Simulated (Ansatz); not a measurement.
## SiPb: levels along high-symmetry lines

```xyz
2
Lattice="0.0000 2.9308 2.9308 2.9308 0.0000 2.9308 2.9308 2.9308 0.0000" Properties=species:S:1:pos:R:3 pbc="T T T"
Pb    0.0000    0.0000    0.0000
Si    2.9308    2.9308    2.9308
```

Atom numbers follow the list: Pb1, Si2.

The structure comes from a relaxation in the same program, started in the rocksalt type, and has space group Fm-3m. Whether it is a known phase or the ground state wasn't checked.

No spin–orbit coupling, which matters for the heavy atoms here.

Level of theory: Ansatz 0.2.0, DFT, PBE, all-electron LAPW, scalar-relativistic.

Settings: a Γ-centred 13×13×13 k mesh, Fermi–Dirac smearing of 0.05 eV, basis error target 0.25 meV/atom, no spin polarisation.

Points in fractions of the reciprocal vectors of this cell: Γ (0, 0, 0), X (0.5, 0, 0.5), U (0.625, 0.25, 0.625), K (0.375, 0.375, 0.75), L (0.5, 0.5, 0.5), W (0.5, 0.25, 0.75). The path joins them by straight lines in the order Γ–X–U–K–Γ–L–W–X; legs that retrace an earlier one aren't tabulated. Energies are in eV from the Fermi level.

**Question.** Metal or insulator at this level of theory?

**Answer.** No gap opens: metallic or semimetallic.

**Question.** Tabulate bands 21 to 27, counted from the lowest band of the run, along the path.

**Answer.** 
| k (1/Å) | point | band 21 | band 22 | band 23 | band 24 | band 25 | band 26 | band 27 |
| --- | --- | --- | --- | --- | --- | --- | --- | --- |
| 0.00 | Γ | -11.65 | -1.38 | 0.15 | 0.15 | 0.15 | 6.13 | 6.13 |
| 0.27 |  | -11.38 | -2.70 | -0.32 | -0.32 | 1.87 | 3.49 | 5.18 |
| 0.54 |  | -10.59 | -4.00 | -1.21 | -1.21 | -0.35 | 4.09 | 5.22 |
| 0.80 |  | -9.38 | -4.75 | -3.22 | -1.92 | -1.92 | 3.41 | 7.64 |
| 1.07 | X | -8.53 | -4.91 | -4.74 | -2.17 | -2.17 | 3.18 | 8.34 |
| 1.17 |  | -8.50 | -5.10 | -4.70 | -2.13 | -2.03 | 3.31 | 8.03 |
| 1.26 |  | -8.42 | -5.56 | -4.60 | -2.01 | -1.70 | 3.69 | 7.34 |
| 1.36 |  | -8.31 | -6.14 | -4.44 | -1.80 | -1.31 | 4.26 | 6.55 |
| 1.45 | U | -8.19 | -6.69 | -4.21 | -1.51 | -0.90 | 4.89 | 5.74 |
| 1.62 |  | -8.17 | -6.89 | -3.88 | -2.32 | 0.44 | 4.15 | 5.60 |
| 1.78 |  | -8.17 | -6.97 | -3.25 | -3.20 | 1.84 | 2.70 | 6.37 |
| 1.94 |  | -8.17 | -6.89 | -3.88 | -2.32 | 0.44 | 4.15 | 5.60 |
| 2.11 | K | -8.19 | -6.69 | -4.21 | -1.51 | -0.90 | 4.89 | 5.74 |
| 2.39 |  | -9.06 | -6.66 | -3.17 | -0.22 | 0.42 | 3.51 | 4.44 |
| 2.68 |  | -10.46 | -5.10 | -1.78 | 1.25 | 2.05 | 2.21 | 3.06 |
| 2.96 |  | -11.35 | -3.05 | -0.43 | 0.51 | 1.47 | 4.23 | 4.34 |
| 3.24 | Γ | -11.65 | -1.38 | 0.15 | 0.15 | 0.15 | 6.13 | 6.13 |
| 3.48 |  | -11.45 | -2.72 | 0.18 | 0.18 | 1.01 | 4.97 | 5.02 |
| 3.71 |  | -10.85 | -4.72 | 0.32 | 0.32 | 1.67 | 3.54 | 3.54 |
| 3.94 |  | -9.87 | -6.64 | 0.65 | 0.65 | 1.93 | 2.31 | 2.31 |
| 4.17 | L | -8.88 | -7.96 | 1.05 | 1.05 | 1.59 | 1.59 | 2.13 |
| 4.36 |  | -8.78 | -7.83 | -0.41 | -0.36 | 1.53 | 1.91 | 3.56 |
| 4.55 |  | -8.51 | -7.46 | -2.03 | -1.98 | 1.67 | 2.26 | 5.49 |
| 4.74 |  | -8.17 | -6.97 | -3.25 | -3.20 | 1.84 | 2.70 | 6.37 |
| 4.93 | W | -7.99 | -6.68 | -3.73 | -3.73 | 1.92 | 2.94 | 6.20 |
| 5.06 |  | -8.11 | -6.44 | -4.15 | -3.24 | 0.78 | 4.18 | 5.08 |
| 5.20 |  | -8.32 | -5.88 | -4.47 | -2.74 | -0.58 | 4.12 | 5.87 |
| 5.33 |  | -8.47 | -5.25 | -4.67 | -2.33 | -1.68 | 3.44 | 7.48 |
| 5.47 | X | -8.53 | -4.91 | -4.74 | -2.17 | -2.17 | 3.18 | 8.34 |
